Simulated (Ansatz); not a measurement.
**Cutoff convergence: CeGa2Pd2**

System: CeGa2Pd2, a cell derived from the structure in space group 129 by a strain and random displacements, 10 atoms in the cell.

```yaml
crystal:
  lattice:
    - [4.42521, 0.00159, -0.06173]
    - [0.00159, 4.32713, -0.01124]
    - [-0.14109, -0.02570, 9.97749]
  atoms:
    - { symbol: Ce, position: [0.84201, 0.81402, 0.30983] }
    - { symbol: Ce, position: [0.34792, 0.31778, 0.81440] }
    - { symbol: Ga, position: [0.85311, 0.33824, 0.55485] }
    - { symbol: Ga, position: [0.34972, 0.80959, 0.56514] }
    - { symbol: Ga, position: [0.84395, 0.82403, 0.93865] }
    - { symbol: Ga, position: [0.34139, 0.32545, 0.18460] }
    - { symbol: Pd, position: [0.85537, 0.31555, 0.06302] }
    - { symbol: Pd, position: [0.33591, 0.81244, 0.07224] }
    - { symbol: Pd, position: [0.83853, 0.80628, 0.68511] }
    - { symbol: Pd, position: [0.35796, 0.31083, 0.43203] }
```
Lattice in Å, positions in fractions of it.

The calculation used r²SCAN, plane waves, PAW datasets (generated hard set) (Ansatz).

k-mesh 3×3×1 Γ-centred; Fermi–Dirac smearing of 0.15 eV; no spin polarisation; no spin–orbit coupling.

At 850 eV the pressure at a fixed basis is 0.01 GPa. Another run of the series gave -0.08 GPa at a fixed basis and an energy +4.2 meV/atom from the top run.

Question: Which cutoff did it use?
A. 600 eV
B. 700 eV

Answer: A. The series:

| cutoff (eV) | E − E(top) (meV/atom) | pressure at fixed basis (GPa) | corrected pressure (GPa) | rms force change (meV/Å) |
| --- | --- | --- | --- | --- |
| 600 | 4.2 | -0.08 | 0.04 | 0.6 |
| 700 | 1.5 | -0.03 | 0.04 | 0.3 |
| 850 | 0.0 | 0.01 | 0.04 | 0.0 |

The k-mesh is coarse, so these values belong to this mesh and can lie far from the converged ones. The open f shell is treated without spin here, so this is a model state and not the ground state. With an open f shell the self-consistent state may not be the lowest one. Potentials made with PBE were used with another functional.
